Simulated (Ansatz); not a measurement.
A distorted cell of CdS (wurtzite):

```yaml
crystal:
  lattice:
    - [4.19618, 0.00000, 0.00000]
    - [-2.09809, 3.63400, 0.00000]
    - [0.00000, 0.00000, 6.82953]
  atoms:
    - { symbol: Cd, position: [0.33333, 0.66667, 0.99917] }
    - { symbol: Cd, position: [0.68694, 0.31306, 0.50668] }
    - { symbol: S, position: [0.33333, 0.66667, 0.37563] }
    - { symbol: S, position: [0.66667, 0.33333, 0.87563] }
```

These are PBE (plane waves to 420 eV, PAW, scalar-relativistic; Ansatz, a quantum-chemistry and plane-wave program) values and carry that method's errors. k mesh 7×7×4 (Γ-centred), Fermi-Dirac smearing 0.05 eV. The energy includes the smearing's −TS. Stress and pressure are positive under compression. CdS was relaxed with its symmetry unable to fall.

Task: What forces act on the atoms (eV/Å, Cartesian)?

Result: 
```tsv
atom	Fx	Fy	Fz
Cd1	-0.016	0.009	0.085
Cd2	-0.388	0.224	-0.234
S3	0.393	-0.227	-0.013
S4	0.011	-0.006	0.162
```

Task: What is the stress tensor (GPa)?

Result: 
```
  -0.34     0.64    -0.47
   0.64     0.40     0.27
  -0.47     0.27     0.57
```
The pressure, a third of the trace, is 0.21 GPa.

Task: In it atom 2 sits (0.128, -0.074, 0.051) Å away from its relaxed site. What is its energy relative to the relaxed cell?

Result: 43.7 meV/cell.

(A displaced cell: forces are minus the slopes of the energy, force constants its curvatures, and phonons follow from these.)
